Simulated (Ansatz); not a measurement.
TaAs:
Space group I4₁md (No. 109); a = 3.4052 Å, b = 3.4052 Å, c = 11.5105 Å, α = 90.00°, β = 90.00°, γ = 90.00°

```json
[
 {"atom": "Ta", "site": "4a", "symmetry": "2mm.", "x": "0.0000", "y": "0.0000", "z": "0.7503"},
 {"atom": "As", "site": "4a", "symmetry": "2mm.", "x": "0.0000", "y": "0.0000", "z": "0.3323"}
]
```
(The calculation used a cell of 4 atoms; values per cell refer to that cell.)

Relaxed with LDA.

Which orbitals make up the states near the Fermi level in LDA in the plane-wave PAW code Ansatz?

Within 0.5 eV of the Fermi level: Ta 5d 86 %, As 4p 11 %. Projections are on Löwdin-orthogonalised atomic valence shells; empty p or d shells of many metals are not among them.

Tabulate the density of states.

States/eV per cell of 4 atoms, in 0.25 eV bins, energy from the Fermi level.

```
E (eV)  total  Ta 5d  As 4p  Ta 6s
------  -----  -----  -----  -----
-7.85    0.00   0.00   0.00   0.00
-7.60    0.00   0.00   0.00   0.00
-7.35    0.39   0.06   0.22   0.08
-7.10    0.71   0.13   0.39   0.13
-6.85    1.03   0.23   0.57   0.15
-6.60    1.37   0.35   0.74   0.18
-6.35    1.59   0.43   0.87   0.19
-6.10    2.60   0.75   1.44   0.27
-5.85    2.99   1.02   1.63   0.21
-5.60    2.01   0.69   1.08   0.14
-5.35    0.98   0.32   0.51   0.08
-5.10    1.37   0.42   0.79   0.06
-4.85    2.04   0.66   1.18   0.09
-4.60    2.23   0.76   1.27   0.09
-4.35    2.46   0.84   1.42   0.08
-4.10    2.47   0.93   1.36   0.07
-3.85    2.55   1.04   1.35   0.06
-3.60    2.90   1.26   1.50   0.06
-3.35    2.94   1.25   1.55   0.06
-3.10    3.96   1.71   2.09   0.07
-2.85    3.58   1.63   1.81   0.05
-2.60    3.50   1.80   1.59   0.04
-2.35    2.26   1.24   0.94   0.04
-2.10    1.37   0.83   0.49   0.02
-1.85    1.28   0.87   0.34   0.02
-1.60    2.79   2.15   0.46   0.07
-1.35    3.91   3.06   0.43   0.23
-1.10    3.08   2.41   0.38   0.11
-0.85    3.19   2.55   0.39   0.07
-0.60    1.47   1.20   0.21   0.01
-0.35    0.75   0.61   0.11   0.01
-0.10    0.21   0.18   0.02   0.00
0.15     0.60   0.53   0.05   0.00
0.40     1.78   1.55   0.16   0.01
0.65     1.53   1.28   0.17   0.01
0.90     1.68   1.43   0.17   0.01
1.15     1.97   1.68   0.18   0.02
1.40     2.69   2.28   0.24   0.04
1.65     2.52   2.07   0.25   0.05
1.90     2.36   1.91   0.24   0.05
2.15     3.07   2.35   0.36   0.09
2.40     3.46   2.54   0.41   0.18
2.65     3.88   2.80   0.40   0.27
2.90     4.07   2.84   0.51   0.27
3.15     3.99   2.70   0.55   0.21
3.40     3.86   2.37   0.59   0.33
3.65     3.10   1.74   0.55   0.34
3.90     4.25   2.36   0.88   0.37
```

Space group I4_1md. The LDA relaxation kept the symmetry of its start. The run is not spin-polarised. A small band overlap can be real or an error of a semilocal functional. Scalar-relativistic: spin–orbit coupling is off unless named, which matters more the heavier the elements.

Potentials: the earlier of the program's two PAW sets. The files were generated under PBE; for other functionals the program regenerates the frozen cores, and for LDA and PBEsol the local potential too.
